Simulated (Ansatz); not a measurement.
InAs:
Space group F-43m (No. 216); a = b = c = 6.1078 Å, α = β = γ = 90.00°

| atom | site | symmetry | x | y | z |
|---|---|---|---|---|---|
| In | 4d | -43m | 0.7500 | 0.7500 | 0.7500 |
| As | 4a | -43m | 0.0000 | 0.0000 | 0.0000 |
(The calculation used a cell of 2 atoms; values per cell refer to that cell.)

Relaxed with r²SCAN. r²SCAN in the plane-wave PAW code Ansatz gives a gap of 0.08 eV.

Question: What gap does HSE06 give on the same cell (Ansatz, PAW)?

Answer: 0.36 eV, 0.28 eV more. The hybrid was solved on a coarser mesh and at special points; its gap is the smallest among all of these.

```json
[
 {"k": "Γ", "v1 r²SCAN": "0.00", "c1 r²SCAN": "0.08", "v1 HSE06": "0.00", "c1 HSE06": "0.36"},
 {"k": "X", "v1 r²SCAN": "-2.29", "c1 r²SCAN": "1.88", "v1 HSE06": "(withheld)", "c1 HSE06": "(withheld)"},
 {"k": "L", "v1 r²SCAN": "-0.97", "c1 r²SCAN": "1.25", "v1 HSE06": "(withheld)", "c1 HSE06": "(withheld)"},
 {"k": "W", "v1 r²SCAN": "-2.80", "c1 r²SCAN": "4.47", "v1 HSE06": "(withheld)", "c1 HSE06": "(withheld)"},
 {"k": "K", "v1 r²SCAN": "-1.92", "c1 r²SCAN": "2.43", "v1 HSE06": "(withheld)", "c1 HSE06": "(withheld)"}
]
```

Question: Top valence (v1) and lowest conduction level (c1) in eV from each method's valence maximum (which need not be a listed point): supply the withheld HSE06 values.

Answer: 
- K, v1 HSE06: -2.03
- K, c1 HSE06: 2.75
- W, v1 HSE06: -2.96
- W, c1 HSE06: 4.97
- X, v1 HSE06: -2.43
- X, c1 HSE06: 2.16
- L, v1 HSE06: -1.03
- L, c1 HSE06: 1.57

Cost on shared cores: the r²SCAN run (SCF on a 8×8×8 mesh, then bands and DOS) about 25 core-seconds (a rough figure), the HSE06 run (SCF on 6×6×6, then a few points) about 80 core-seconds (a rough figure); the tasks are unlike.

The cell was relaxed with r²SCAN under the symmetry of its start; phonons on a q-mesh show no instability. Scalar-relativistic: spin–orbit coupling is off unless named, which matters more the heavier the elements.

Potentials: the earlier of the program's two PAW sets.
